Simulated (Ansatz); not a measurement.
Relaxed Mg (hcp, Mg type):

```xyz
4
Lattice="3.1864 0.0000 0.0000 -1.5932 2.7595 0.0000 0.0000 0.0000 10.4476" Properties=species:S:1:pos:R:3 pbc="T T T"
Mg     0.0000     1.8397     3.9178
Mg     0.0000     1.8397     9.1416
Mg     1.5932     0.9198     1.3059
Mg     1.5932     0.9198     6.5297
```

The atoms are displaced by Q × the pattern below (from a DFPT mode at A = (0.0, 0.0, 0.5), largest move 1; Q in Å), at fixed cell. It is one choice among 2 degenerate patterns. (q is in reciprocal vectors of the primitive cell; the cell shown is doubled to hold the pattern.)

```
atom      x      y       z
----  -----  -----  ------
Mg3   0.000  0.000  -1.000
Mg4   0.000  0.000   1.000
```

Atoms not listed stay in place.

The numbers are results of PBE (plane waves to 420 eV, PAW, scalar-relativistic; Ansatz, a program for electronic structure), not measurements. k mesh 17×17×5 (Γ-centred), Fermi-Dirac smearing 0.05 eV. The energy includes the smearing's −TS. With partly filled bands, energies and forces of such displacements shift with the k mesh and the smearing. Mg was relaxed with its symmetry unable to fall. The zero of ΔE is the undisplaced structure. The last digit holds for this mesh only.

```csv
Q (Å),ΔE (meV/cell)
-0.180,92.8
-0.150,64.3
-0.120,withheld
-0.090,23.0
-0.060,10.2
-0.030,2.6
0.000,0.0
0.030,2.6
0.060,10.2
0.090,23.0
0.120,withheld
0.150,64.3
0.180,92.8
```

Question: Fit an even polynomial form (powers 2, 4) to the given rows and predict ΔE at Q = 0.120.

Answer: Least squares on the 11 given rows: ΔE = (2837)·Q² + (857.5)·Q⁴, in meV/cell with Q in Å; root-mean-square residual 0.03 meV/cell. At 0.120 the fit gives 41.0 meV/cell; the calculation gives 41.0 meV/cell, the same to the digits shown. The quadratic term alone would give 40.9 meV/cell.

(A displaced cell: forces are minus the slopes of the energy, force constants its curvatures, and phonons follow from these.)
